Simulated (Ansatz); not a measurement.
Starting cell, WSe2 (2H-MoS2 type, space group P6_3/mmc):

```
WSe2
1.0
    3.29952     0.00000     0.00000
   -1.64976     2.85747     0.00000
    0.00000     0.00000    13.14745
W Se
2 4
Direct
  0.33333   0.66667   0.25000
  0.66667   0.33333   0.75000
  0.33333   0.66667   0.62334
  0.66667   0.33333   0.12334
  0.66667   0.33333   0.37666
  0.33333   0.66667   0.87666
```

In each cell atom 5 (Se, nearest neighbour W at 2.530 Å; its periodic images, 3.3 Å or more away, move with it) moves by s·(0.000, 0.000, 1.000) (along Cartesian z), the rest being held.

These are r2SCAN+rVV10 (plane waves to 500 eV, PAW, scalar-relativistic; Ansatz, a program for electronic structure) values and carry that method's errors. k mesh 9×9×2 (Γ-centred), Fermi-Dirac smearing 0.05 eV. Energies are smeared free energies. As the smearing reaches across the gap at some points, energies and forces of such displacements shift with the k mesh and the smearing. Spin-orbit coupling is left out, though W is heavy. The PAW data are Ansatz's earlier set. WSe2 is run without spin polarisation. WSe2 was relaxed with its symmetry unable to fall. ΔE is measured from the undisplaced structure. The last digit holds for this mesh only.

| s (Å) | ΔE (meV/cell) |
|---|---|
| -0.510 | 2859.8 |
| -0.408 | 1791.2 |
| -0.306 | 967.2 |
| -0.204 | 404.3 |
| -0.102 | 94.4 |
| 0.000 | 0.0 |
| 0.102 | 81.2 |
| 0.204 | 300.0 |
| 0.306 | 622.5 |
| 0.408 | withheld |
| 0.510 | 1464.2 |

Q: Fit a polynomial form (powers 2, 3, 4) to the given rows and predict ΔE at s = 0.408.

A: Least squares on the 10 given rows: ΔE = (8685)·s² + (-5337)·s³ + (-1383)·s⁴, in meV/cell with s in Å; root-mean-square residual 13.11 meV/cell. At 0.408 the fit gives 1044.9 meV/cell; the calculation gives 1018.9 meV/cell, so the interpolation is off by 26.0 (+2.6 %). The quadratic term alone would give 1445.7 meV/cell.

(A displaced cell: forces are minus the slopes of the energy, force constants its curvatures, and phonons follow from these.)
